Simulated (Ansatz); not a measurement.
Input, command and steps of an Ansatz relaxation.

```yaml
crystal:
  lattice:
    - [3.6827246105, 0.0, 0.0]
    - [0.0, 3.6827246105, 0.0]
    - [0.0, 0.0, 4.3528195642]
  atoms:
    - { symbol: Sn, position: [0.5, 0.0, 0.264025875] }
    - { symbol: Sn, position: [0.0, 0.5, 0.735974125] }
    - { symbol: O, position: [0.0, 0.0, 0.0] }
    - { symbol: O, position: [0.5, 0.5, 0.0] }
basis:
  ecutwfc: 420
kpoints:
  mp_grid: { grid: [12, 12, 10] }
hamiltonian:
  xc: pbesol
  dispersion: d3bj
scf:
  occupations: { method: gaussian, width: 0.1 }
output:
  forces: true
  stress: true
  eigenvalues: true
relax:
  adjacent_minimum: "off"
  f_tol: 0.01
  max_steps: 30
  cell: { stress_tol: 0.1, fix: [volume] }
```

```bash
ansatz run input.yaml --threads 1 --pin off --max-ram 2560MiB --backend cpu --events-out ev --progress --plain --runs-dir out
```

Method: Ansatz 0.2.0, DFT PBEsol+D3(BJ), scalar-relativistic, plane waves, PAW.

The volume is held at 0.91 times that of the relaxed cell.

Of 4 frames 3 are shown, positions in Å and forces in eV/Å; the SCF threshold varies from step to step. Steps run on the plane waves of an earlier cell, with a Pulay correction in the pressure. The basis is chosen afresh for the last frame, the zero of the energies, and at times for earlier ones too; energy and pressure step there, also at an unchanged geometry.

```xyz
4
Lattice="3.6827 0.0000 0.0000 0.0000 3.6827 0.0000 0.0000 0.0000 4.3528" Properties=species:S:1:pos:R:3:forces:R:3 pbc="T T T" step=1 free_energy_over_end_meV_per_atom=2.66 pressure_GPa=7.87
Sn    1.8414    0.0000    1.1493    0.0000    0.0000    0.4527
Sn    0.0000    1.8414    3.2036    0.0000    0.0000   -0.4527
O     0.0000    0.0000    0.0000    0.0000    0.0000    0.0000
O     1.8414    1.8414    0.0000    0.0000    0.0000    0.0000
4
Lattice="3.6941 0.0000 0.0000 0.0000 3.6941 0.0000 0.0000 0.0000 4.3261" Properties=species:S:1:pos:R:3:forces:R:3 pbc="T T T" step=2 free_energy_over_end_meV_per_atom=0.69 pressure_GPa=5.40
Sn    1.8471    0.0000    1.1741    0.0000    0.0000   -0.2379
Sn    0.0000    1.8471    3.1520    0.0000    0.0000    0.2379
O     0.0000    0.0000    0.0000    0.0000    0.0000    0.0000
O     1.8471    1.8471    0.0000    0.0000    0.0000    0.0000
4
Lattice="3.6977 0.0000 0.0000 0.0000 3.6977 0.0000 0.0000 0.0000 4.3176" Properties=species:S:1:pos:R:3:forces:R:3 pbc="T T T" step=4 free_energy_over_end_meV_per_atom=0.00 pressure_GPa=6.08
Sn    1.8488    0.0000    1.1619    0.0000    0.0000   -0.0014
Sn    0.0000    1.8488    3.1557    0.0000    0.0000    0.0014
O     0.0000    0.0000    0.0000    0.0000    0.0000    0.0000
O     1.8488    1.8488    0.0000    0.0000    0.0000    0.0000
```

The run took 63 s on 1 thread of Arm Neoverse V1 (shared host), peak memory 0.47 GiB.